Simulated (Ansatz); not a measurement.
## V2O5 at a changed volume — O-17 NMR of the central transition

Cell: a diffraction structure from the COD, relaxed with PBE at fixed cell and then changed (volume scaled by 1.04, ions relaxed).

Space group Pmmn:1 (No. 59); a = 3.6109, b = 11.6635, c = 4.4255 Å.

```csv
site,Wyckoff,site symmetry,x,y,z
V,4e,m..,0.0000,0.8518,0.1069
O5,4e,m..,0.0000,0.8552,0.4646
O9,4e,m..,0.0000,0.6818,0.9935
O13,2a,mm2,0.0000,0.0000,0.0002
```

One atom of each set is listed.

Computed with Ansatz: DFT, PBE, plane waves and PAW, scalar-relativistic, 420 eV cutoff, Γ-centred 7×2×6 k-points, Fermi–Dirac smearing 0.02 eV.

O-17 has I = 5/2 and Q = -25.58 mb (Pyykkö 2018); at 7.05 T its Larmor frequency is ν₀ = 40.7 MHz. Only the quadrupole interaction is simulated: positions count from each site's isotropic chemical shift, and shift anisotropy, dipolar and J coupling are left out, though they dominate static lines narrower than about 10 kHz.

Q: Give C_Q, η, the quadrupolar product P_Q = |C_Q|(1 + η²/3)^½, the second-order isotropic shift and the breadth of the pattern (static powder) for each O site.

A: 

```tsv
site	first shell	C_Q (MHz)	η	P_Q (MHz)	δ_QIS (ppm)	breadth (kHz)
O5	1 V at 1.58 Å	0.761	0.71	0.823	-2.45	0.732
O9	3 V at 1.90–2.05 Å	3.33	0.70	3.59	-46.7	13.9
O13	2 V at 1.79 Å, angle 149°	3.81	0.01	3.81	-52.5	11.2
```

δ_QIS = −(ν_Q²/30ν₀²)[I(I+1) − 3/4](1 + η²/3) × 10⁶ ppm with ν_Q = 3|C_Q|/[2I(2I−1)]; it falls as 1/B₀² in ppm, and the breadth as 1/B₀ in kHz.

At O13 V_zz points along the bisector of its two bonds (within 1°).
